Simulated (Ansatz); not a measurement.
CaZrS3O12: Quadrupolar parameters

The cell is a Materials Project structure (computed, not necessarily an observed phase).

Space group R3c:H (No. 161); a = 9.1224, c = 23.3736 Å, γ = 120.00°.

```csv
site,Wyckoff,site symmetry,x,y,z
Ca,6a,3.,0.0000,0.0000,0.3567
Zr,6a,3.,0.0000,0.0000,0.6453
S,18b,1,0.9505,0.3246,0.5839
O11,18b,1,0.2080,0.0174,0.3010
O17,18b,1,0.7913,0.9628,0.6987
O23,18b,1,0.0117,0.7981,0.4071
O29,18b,1,0.9612,0.1644,0.5919
```

One atom of each set is listed; the run and its k-mesh use a cell of 34 atoms with edges of 9.40, 9.40, 9.40 Å.

Computed with Ansatz: DFT, r2SCAN, plane waves and PAW, scalar-relativistic, 500 eV cutoff, Γ-centred 3×3×3 k-points, Fermi–Dirac smearing 0.02 eV.

Conventions: |V_zz| ≥ |V_yy| ≥ |V_xx|, η = (V_xx − V_yy)/V_zz, C_Q = eQV_zz/h.

43Ca: I = 7/2, Q = -40.80 mb; 91Zr: I = 5/2, Q = -176.0 mb; ³³S: I = 3/2, Q = -69.40 mb; ¹⁷O: I = 5/2, Q = -25.58 mb. Quadrupole moments are those of Pyykkö's year-2017 table.

```json
{"site": "Ca", "atoms": "2", "first shell": "6 O at 2.23–2.24 Å", "V_xx, V_yy, V_zz (10²¹ V/m²)": "-0.53, -0.53, 1.07", "η": "0.00", "C_Q (MHz)": "-1.05"}
{"site": "Zr", "atoms": "2", "first shell": "6 O at 2.11–2.16 Å", "V_xx, V_yy, V_zz (10²¹ V/m²)": "-0.062, -0.062, 0.12", "η": "0.00", "C_Q (MHz)": "-0.529"}
{"site": "S", "atoms": "6", "first shell": "4 O at 1.45–1.52 Å", "V_xx, V_yy, V_zz (10²¹ V/m²)": "1.24, 3.06, -4.30", "η": "0.42", "C_Q (MHz)": "7.21"}
{"site": "O11", "atoms": "6", "first shell": "1 S at 1.45 Å, 1 Ca at 2.24 Å, angle 157°", "V_xx, V_yy, V_zz (10²¹ V/m²)": "-6.15, -6.98, 13.13", "η": "0.06", "C_Q (MHz)": "-8.12"}
{"site": "O17", "atoms": "6", "first shell": "1 S at 1.52 Å, 1 Zr at 2.16 Å, angle 156°", "V_xx, V_yy, V_zz (10²¹ V/m²)": "-7.05, -8.22, 15.27", "η": "0.08", "C_Q (MHz)": "-9.44"}
{"site": "O23", "atoms": "6", "first shell": "1 S at 1.45 Å, 1 Ca at 2.23 Å, angle 157°", "V_xx, V_yy, V_zz (10²¹ V/m²)": "-6.33, -7.13, 13.45", "η": "0.06", "C_Q (MHz)": "-8.32"}
{"site": "O29", "atoms": "6", "first shell": "1 S at 1.52 Å, 1 Zr at 2.11 Å, angle 150°", "V_xx, V_yy, V_zz (10²¹ V/m²)": "-6.73, -8.24, 14.97", "η": "0.10", "C_Q (MHz)": "-9.26"}
```

An axis of threefold or higher order runs through Ca and Zr, so V_zz lies along it and η is zero. At O11, O17, O23 and O29 V_zz points along the shorter of its two bonds, to S (within 7°) in each case.

The largest force is 0.7 eV/Å, so the atoms aren't at the calculated equilibrium and relaxing them would move these values. Without spin–orbit coupling (the program notes it for Zr) the gradients are little affected as a rule: paired runs on crystals with a gap mostly move them by under 2 % at such atoms.
